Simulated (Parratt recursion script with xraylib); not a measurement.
## X-ray reflectivity of Ge on Al2O3 at several surface roughnesses

| layer, from the top | thickness (Å) | density (g/cm³) | rms roughness of its top face (Å) | δ (10⁻⁶) | β (10⁻⁶) |
|---|---|---|---|---|---|
| Ge | 600 | 4.963 | varied | 13.55 | 0.4125 |
| Al2O3 (substrate) | – | 3.873 | 1.7 | 12.32 | 0.1498 |

The refractive index is n = 1 − δ + iβ. Vacuum lies above.

Densities are inputs, not measurements. They were set from computed cells of the Materials Project: Ge from entry mp-32 (Fd-3m, 5.279 g/cm³, taken at 94 %); Al2O3 from entry mp-1143 (R-3c, 3.873 g/cm³). A layer's crystal structure does not enter its constants, only its composition and density.

Model: specular X-ray reflectivity, Parratt recursion, Névot-Croce roughness, xraylib tables. Program: Parratt recursion script with xraylib 4.3.0.

Photon energy 8.048 keV (λ = 1.5406 Å), s polarisation. The grazing angle θ is scanned from 0.05° to 3° in 900 evenly spaced points, and the curve is smoothed with a Gaussian of 0.004° full width. A maximum is a scan point above both neighbours; its place and height come from a parabola through R at the three points.

The table follows two fringe maxima, those next to orders 15.5 and 40.5 of m = (2d/λ)(sin²θ − 2δ)^½, through runs that differ in the roughness σ₁ of the film surface alone.

| σ₁ (Å) | θ of the first (°) | R there | θ of the second (°) | R there |
|---|---|---|---|---|
| 0 | 1.177 | ? | 2.996 | ? |
| 7.5 | 1.178 | 8.19 × 10⁻⁵ | 2.996 | 3.53 × 10⁻⁸ |

Problem. Estimate the two heights for σ₁ = 0 Å.

Solution. At a maximum the amplitudes from the film's two faces add: R ≈ (|r₁|g₁ + |r₂|g₂A)². Here q₀ = 4π sin θ/λ, qⱼ = (q₀² − 32π²δⱼ/λ²)^½ (1 film, 2 substrate), |r₁| = |q₀² − q₁²|/(q₀ + q₁)², |r₂| = |q₁² − q₂²|/(q₁ + q₂)² with the numerators taken from the constants, g₁ = exp(−q₀q₁σ₁²/2), g₂ = exp(−q₁q₂σ₂²/2), and A = exp(−16π²β₁d/(λ²q₁)) for absorption in the film.

Check on a shown row, σ₁ = 7.5 Å, second maximum: q₀ = 0.4263, q₁ = 0.4242, q₂ = 0.4244 Å⁻¹; |r₁| = 0.00249, |r₂| = 2.27 × 10⁻⁴; g₁ = 0.00618, g₂ = 0.771, A = 0.962; R ≈ 3.38 × 10⁻⁸ against 3.53 × 10⁻⁸ in the table.

- σ₁ = 0 Å, first maximum: q₀ = 0.1675, q₁ = 0.1620, q₂ = 0.1625 Å⁻¹; |r₁| = 0.0166, |r₂| = 0.00155; g₁ = 1.00, g₂ = 0.963, A = 0.903; R ≈ 3.22 × 10⁻⁴.
- σ₁ = 0 Å, second maximum: q₀ = 0.4263, q₁ = 0.4242, q₂ = 0.4244 Å⁻¹; |r₁| = 0.00249, |r₂| = 2.27 × 10⁻⁴; g₁ = 1.00, g₂ = 0.771, A = 0.962; R ≈ 7.07 × 10⁻⁶.

The run gave 3.21 × 10⁻⁴ and 7.10 × 10⁻⁶; the estimates are 1.00 and 1.00 times these.
